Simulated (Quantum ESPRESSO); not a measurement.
Al8P6CSe, input and log of a self-consistent run

A calculation, not a measurement. The program is pw.x of Quantum ESPRESSO 7.5 (plane-wave density functional theory). The cell is made up: 16 atoms on a doubled zincblende/diamond lattice, with randomly drawn elements, strain and displacements, not relaxed. PseudoDojo standard norm-conserving files (v0.5 for PBE, v0.4.1 for LDA and PBEsol) set the functional; there is no spin polarisation, spin-orbit coupling or dispersion term, and the masses in the input are unused placeholders.

Input:

```
&control calculation='scf', pseudo_dir='./dojo.nc.sr.pbe.v0_5.standard.upf', outdir='./o', disk_io='low', tprnfor=.true., tstress=.true. /
&system ibrav=0, nat=16, ntyp=4, nbnd=43, ecutwfc=85.99341389, nosym=.true., tot_charge=0,
 occupations='smearing', smearing='fd', degauss=0.0018374661
/
&electrons conv_thr=7.350e-09, electron_maxstep=60, /
ATOMIC_SPECIES
Al 1.0 Al.upf
C 1.0 C.upf
P 1.0 P.upf
Se 1.0 Se.upf
CELL_PARAMETERS angstrom
5.6969 -0.0402 -0.0131
-0.0402 5.6208 -0.0412
-0.0262 -0.0824 11.2119
ATOMIC_POSITIONS angstrom
Al 0.0295 -0.1019 -0.0978
Al 0.1539 2.8288 2.8742
Al 3.0263 0.1046 2.6794
Al 2.7972 2.7982 0.2081
Al -0.1024 -0.0651 5.6123
Al -0.1269 2.8842 8.3867
Al 2.7293 0.016 8.5254
Al 2.8194 2.7719 5.5953
P 1.3371 1.3161 1.4762
C 1.5514 4.0009 4.1727
P 4.2733 1.4152 4.1734
P 4.2646 4.1391 1.3584
P 1.3558 1.3465 6.8868
P 1.3693 4.2059 9.7866
P 4.0029 1.2331 9.8576
Se 4.2036 4.2806 6.9812
K_POINTS automatic
4 4 2 1 1 1
```

The log is shortened where brackets say so; the opening notice, blank lines, dates and the lines on written files are dropped, and the path of the files is cut. It prints rydbergs, bohrs and kilobars, and counts compression as positive stress. With no partly filled state, the Fermi energy that it prints is only some level between the filled and the empty states on the mesh, and need not lie in the true gap.

```
     Program PWSCF v.7.5
     Parallel version (MPI & OpenMP), running on       4 processor cores
     Number of MPI processes:                 4
     Threads/MPI process:                     1
     [start-up lines left out]
     bravais-lattice index     =            0
     lattice parameter (alat)  =      10.7659  a.u.
     unit-cell volume          =    2422.5056 (a.u.)^3
     number of atoms/cell      =           16
     number of atomic types    =            4
     number of electrons       =        74.00
     number of Kohn-Sham states=           43
     kinetic-energy cutoff     =      85.9934  Ry
     charge density cutoff     =     343.9737  Ry
     scf convergence threshold =      7.3E-09
     mixing beta               =       0.7000
     number of iterations used =            8  plain     mixing
     Exchange-correlation= PBE
                           (   1   4   3   4   0   0   0)
     [axes and pseudopotential details left out]
   Cartesian axes
     site n.     atom                  positions (alat units)
         1        Al     tau(   1) = (   0.0051781  -0.0178864  -0.0171668  )
         2        Al     tau(   2) = (   0.0270139   0.4965371   0.5045061  )
         3        Al     tau(   3) = (   0.5312041   0.0183604   0.4703130  )
         4        Al     tau(   4) = (   0.4909904   0.4911659   0.0365276  )
         5        Al     tau(   5) = (  -0.0179742  -0.0114270   0.9851227  )
         6        Al     tau(   6) = (  -0.0222747   0.5062614   1.4721110  )
         7        Al     tau(   7) = (   0.4790719   0.0028085   1.4964569  )
         8        Al     tau(   8) = (   0.4948871   0.4865495   0.9821387  )
         9        P      tau(   9) = (   0.2347001   0.2310140   0.2591162  )
        10        C      tau(  10) = (   0.2723160   0.7022749   0.7324308  )
        11        P      tau(  11) = (   0.7500891   0.2484090   0.7325537  )
        12        P      tau(  12) = (   0.7485619   0.7265330   0.2384389  )
        13        P      tau(  13) = (   0.2379825   0.2363501   1.2088347  )
        14        P      tau(  14) = (   0.2403522   0.7382584   1.7178343  )
        15        P      tau(  15) = (   0.7026259   0.2164451   1.7302969  )
        16        Se     tau(  16) = (   0.7378547   0.7513704   1.2254046  )
     number of k points=    16  Fermi-Dirac smearing, width (Ry)=  0.0018
                       cart. coord. in units 2pi/alat
        k(    1) = (   0.1262054   0.1285387   0.1282711), wk =   0.1250000
        k(    2) = (   0.1256080   0.1266721  -0.1258070), wk =   0.1250000
     [further k points left out]
     Dense  grid:   260983 G-vectors     FFT dimensions: (  64,  64, 125)
     Estimated max dynamical RAM per process >     505.06 MB
     Estimated total dynamical RAM >       1.79 GB
     Initial potential from superposition of free atoms
     starting charge      73.9795, renormalised to      74.0000
     Starting wfcs are   69 randomized atomic wfcs
     total cpu time spent up to now is        6.8 secs
     per-process dynamical memory:   363.3 Mb
     Self-consistent Calculation
     iteration #  1     ecut=    85.99 Ry     beta= 0.70
     Davidson diagonalization with overlap
     ethr =  1.00E-02,  avg # of iterations =  4.0
     total cpu time spent up to now is       18.3 secs
     total energy              =    -374.02222854 Ry
     estimated scf accuracy    <       1.80329123 Ry
     iteration #  2     ecut=    85.99 Ry     beta= 0.70
     Davidson diagonalization with overlap
     ethr =  2.44E-03,  avg # of iterations =  7.5
     total cpu time spent up to now is       32.1 secs
     total energy              =    -372.50998293 Ry
     estimated scf accuracy    <      18.52460884 Ry
     iteration #  3     ecut=    85.99 Ry     beta= 0.70
     Davidson diagonalization with overlap
     ethr =  2.44E-03,  avg # of iterations =  6.6
     total cpu time spent up to now is       46.5 secs
     total energy              =    -374.67627902 Ry
     estimated scf accuracy    <       2.14485513 Ry
     iteration #  4     ecut=    85.99 Ry     beta= 0.70
     Davidson diagonalization with overlap
     ethr =  2.44E-03,  avg # of iterations =  2.7
     total cpu time spent up to now is       56.0 secs
     total energy              =    -374.94138296 Ry
     estimated scf accuracy    <       0.19178157 Ry
     iteration #  5     ecut=    85.99 Ry     beta= 0.70
     Davidson diagonalization with overlap
     ethr =  2.59E-04,  avg # of iterations =  7.2
     total cpu time spent up to now is       68.7 secs
     total energy              =    -374.95252312 Ry
     estimated scf accuracy    <       0.06117704 Ry
     [iterations 6 to 10 left out]
     iteration # 11     ecut=    85.99 Ry     beta= 0.70
     Davidson diagonalization with overlap
     ethr =  2.76E-09,  avg # of iterations =  5.0
     total cpu time spent up to now is      143.5 secs
     total energy              =    -374.96333056 Ry
     estimated scf accuracy    <       0.00000262 Ry
     iteration # 12     ecut=    85.99 Ry     beta= 0.70
     Davidson diagonalization with overlap
     ethr =  2.76E-09,  avg # of iterations =  2.0
     total cpu time spent up to now is      152.7 secs
     total energy              =    -374.96333087 Ry
     estimated scf accuracy    <       0.00000020 Ry
     iteration # 13     ecut=    85.99 Ry     beta= 0.70
     Davidson diagonalization with overlap
     ethr =  2.69E-10,  avg # of iterations =  4.0
     total cpu time spent up to now is      164.6 secs
     total energy              =    -374.96333093 Ry
     estimated scf accuracy    <       0.00000008 Ry
     iteration # 14     ecut=    85.99 Ry     beta= 0.70
     Davidson diagonalization with overlap
     ethr =  1.10E-10,  avg # of iterations =  3.1
     total cpu time spent up to now is      173.7 secs
     total energy              =    -374.96333094 Ry
     estimated scf accuracy    <       0.00000002 Ry
     iteration # 15     ecut=    85.99 Ry     beta= 0.70
     Davidson diagonalization with overlap
     ethr =  2.67E-11,  avg # of iterations =  2.5
     total cpu time spent up to now is      183.1 secs
     End of self-consistent calculation
          k = 0.1262 0.1285 0.1283 ( 32627 PWs)   bands (ev):
   -44.1281 -44.1226 -44.1077 -44.0978 -44.0952  -9.9274  -6.6423  -5.9201
    -5.4572  -5.2700  -4.9337  -4.8778  -2.9702  -1.4560  -1.3440  -1.0069
    -0.6487  -0.2229  -0.0377   0.7334   0.8869   1.1885   1.4266   1.5845
     1.8021   2.0384   2.1917   2.2961   2.3961   2.4474   2.7595   2.8562
     3.3200   3.4102   4.0289   4.8496   4.9329   5.9528   6.1874   6.2180
     6.6738   6.7909   7.0773
     [levels at the other k points left out]
     the Fermi energy is     5.5627 ev
!    total energy              =    -374.96333094 Ry
     estimated scf accuracy    <          1.6E-09 Ry
     smearing contrib. (-TS)   =      -0.00000000 Ry
     internal energy E=F+TS    =    -374.96333094 Ry
     The total energy is F=E-TS. E is the sum of the following terms:
     one-electron contribution =    -204.76508178 Ry
     hartree contribution      =     126.50590322 Ry
     xc contribution           =     -93.74235252 Ry
     ewald contribution        =    -202.96179985 Ry
     convergence has been achieved in  15 iterations
     Forces acting on atoms (cartesian axes, Ry/au):
     atom    1 type  1   force =    -0.03931265    0.03761244    0.04218038
     atom    2 type  1   force =     0.03323763    0.05016015    0.06555847
     atom    3 type  1   force =    -0.05828282   -0.06258679    0.05311328
     atom    4 type  1   force =    -0.03215639   -0.02207979   -0.03107528
     atom    5 type  1   force =     0.09905593    0.00556506   -0.11680734
     atom    6 type  1   force =     0.03608275   -0.06361442    0.02744538
     atom    7 type  1   force =    -0.06006396    0.00248486   -0.04761950
     atom    8 type  1   force =    -0.08209249    0.02165539   -0.10910151
     atom    9 type  3   force =     0.00911592    0.00307023   -0.03598726
     atom   10 type  2   force =    -0.01870733    0.00468462    0.00891505
     atom   11 type  3   force =     0.01855248    0.00317063    0.02567578
     atom   12 type  3   force =     0.04101095    0.01809313    0.00963277
     atom   13 type  3   force =    -0.00361897    0.01287310    0.05647874
     atom   14 type  3   force =     0.01173152   -0.05383414   -0.01162038
     atom   15 type  3   force =     0.08500150    0.06378765    0.02424708
     atom   16 type  4   force =    -0.03955406   -0.02104213    0.03896431
     Total force =     0.326747     Total SCF correction =     0.000122
     Computing stress (Cartesian axis) and pressure
          total   stress  (Ry/bohr**3)                   (kbar)     P=      -53.32
  -0.00040126   0.00011300  -0.00003810          -59.03       16.62       -5.60
   0.00011300  -0.00034164   0.00011695           16.62      -50.26       17.20
  -0.00003810   0.00011695  -0.00034453           -5.60       17.20      -50.68
     init_run     :      6.17s CPU      6.45s WALL (       1 calls)
     electrons    :    175.01s CPU    176.39s WALL (       1 calls)
     forces       :      2.69s CPU      2.76s WALL (       1 calls)
     stress       :      7.94s CPU      8.19s WALL (       1 calls)
     [timing details left out]
     PWSCF        :   3m12.19s CPU   3m14.29s WALL
     JOB DONE.
```

In other units: free energy -5101.636 eV for the cell, pressure -5.33 GPa, largest force component 3.003 eV/Å. A rerun of this cell at a cutoff of 1467 eV and k mesh 6 x 6 x 4 moved values by no more than 0.012 eV in energy, 0.02 GPa in stress and 0.005 eV/Å in force.